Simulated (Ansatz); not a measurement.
# Phonon dispersion of Si4Ru

All numbers below come from DFT PBE, scalar-relativistic, plane waves, PAW (Ansatz). Cutoff 420 eV, 6×6×12 k-points (Γ-centred), Gaussian smearing of 0.10 eV. No spin polarisation. Phonons by linear response, acoustic sum rule imposed.

Relaxed structure:
```xyz
5
Lattice="5.2915 0.0000 0.0000 0.0000 5.2915 0.0000 0.0000 0.0000 2.7905" Properties=species:S:1:pos:R:3 pbc="T T T"
Si    1.4479    3.8436    1.3953
Si    3.8436    1.4479    1.3953
Si    1.4479    1.4479    1.3953
Si    3.8436    3.8436    1.3953
Ru    0.0000    0.0000    0.0000
```

The structure comes from a generated guess, relaxed at this level; another structure or a mixture of phases may lie lower. In a metal, frequencies and elastic constants depend on the k mesh and the smearing, soft modes and shear constants most. The q mesh is coarse, so values between its points are rough.

Force constants from linear response on a 1×1×4 q mesh.

Path: Γ–X–M–Γ–Z–R–A–Z | X–R | M–A. Only the points of the 1×1×4 mesh were computed; the rest is interpolation, which is rough on so few points. On the mesh no mode is imaginary. Distance along the path (Å⁻¹), then the branches (cm⁻¹, negative for imaginary):
```
0.000  0 0 0 129 179 179 186 211 242 242 276 352 420 420 496
0.148  24 28 45 130 174 179 186 214 230 237 285 352 419 419 497
0.297  46 54 89 134 162 179 186 208 219 222 299 353 417 418 500
0.445  64 73 130 142 151 179 185 186 198 223 308 353 416 416 502
0.594  71 80 145 152 165 169 169 179 186 224 312 354 415 415 502
0.742  72 85 145 148 149 174 179 183 185 225 307 353 417 417 502
0.891  74 96 132 141 145 179 182 186 194 226 296 353 420 420 500
1.039  77 107 118 134 145 179 180 198 202 227 282 352 424 424 497
1.187  78 113 113 129 145 179 179 204 204 228 276 352 425 425 496
1.397  75 97 130 134 146 179 180 183 211 227 286 353 421 424 498
1.607  60 67 125 134 155 179 179 184 223 225 296 353 416 422 500
1.817  33 34 67 131 170 179 185 216 218 238 289 353 417 420 498
2.027  0 0 0 129 179 179 186 211 242 242 276 352 420 420 496
2.308  59 59 109 131 200 200 207 237 237 239 279 355 419 419 484
2.590  102 102 136 192 218 218 236 236 236 285 290 358 416 416 457
2.871  112 112 141 196 196 245 249 254 254 284 312 356 413 413 439
3.153  106 106 143 187 187 244 258 258 281 286 296 354 411 411 437
3.301  106 107 143 185 187 244 256 257 281 288 297 354 411 412 436
3.450  106 110 143 181 187 245 251 257 281 291 301 354 411 414 433
3.598  106 113 143 177 187 245 247 257 281 293 304 354 411 418 429
3.747  106 114 143 175 187 246 246 256 281 294 305 354 411 421 426
3.895  106 113 143 176 187 245 247 257 268 293 318 354 411 421 424
4.043  106 110 143 180 187 245 251 251 257 291 336 354 411 420 421
4.192  106 107 143 184 187 236 244 256 257 288 350 354 411 414 421
4.340  106 106 143 187 187 231 244 258 258 286 354 356 411 411 421
4.550  106 108 143 183 187 241 245 254 258 289 345 354 411 415 422
4.760  106 110 143 180 187 246 250 258 261 291 322 354 411 415 429
4.970  106 108 143 184 187 245 254 258 278 289 302 354 411 412 435
5.180  106 106 143 187 187 244 258 258 281 286 296 354 411 411 437
5.321  85 91 153 154 166 168 170 186 192 231 311 354 415 415 499
5.602  106 161 163 166 173 177 202 218 224 270 304 358 415 416 474
5.883  118 146 155 178 182 220 240 246 254 294 302 358 413 418 444
6.165  110 119 144 176 187 243 245 255 283 289 306 354 411 424 424
6.306  78 113 113 129 145 179 179 204 204 228 276 352 425 425 496
6.587  124 124 131 136 174 201 201 201 201 251 279 355 423 423 484
6.869  136 138 138 191 191 198 226 236 236 278 301 358 418 418 456
7.150  124 124 141 187 187 219 254 254 265 268 341 356 413 413 431
7.431  106 106 143 187 187 231 244 258 258 286 354 356 411 411 421
```
